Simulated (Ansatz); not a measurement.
A relaxed cell of In3As is given with its symmetry left out. It was relaxed at this level from a Materials Project cell.

Method: DFT PBE, scalar-relativistic, plane waves, PAW (Ansatz). Cutoff 420 eV, Γ-centred mesh, Gaussian smearing, no spin polarisation.

```
In As
1.0
     4.68448    0.00000    0.00000
     0.00000    4.68448    0.00000
     0.00000    0.00000    4.68448
In As
3 1
Direct
  0.00000 0.50000 0.50000
  0.50000 0.00000 0.50000
  0.50000 0.50000 0.00000
  0.00000 0.00000 0.00000
```

The zero of energy is the elements' standard structures at the same level; no fitted shifts are applied.

(1) What space group does it have?

(2) How far does it lie from the elements in energy?

(3) Is it a metal?

Results:

(1) Pm-3m (No. 221), the Cu3Au (L1_2) type. Conventional cell: a = 4.684 Å. Around In lie 4 As at 3.31 Å and 8 In at 3.31 Å; As is surrounded by 12 In at 3.31 Å.

(2) +0.08 eV/atom. The separate elements lie lower, so it is unstable against them.

(3) Yes, bands cross the Fermi level on the 10×10×10 mesh.

The last run used a 10×10×10 mesh for its 4-atom cell and Gaussian smearing of 0.10 eV. The reference form of As is held partly by dispersion forces, which this level lacks. Symmetry constrained the relaxation, so the result can be a saddle point.
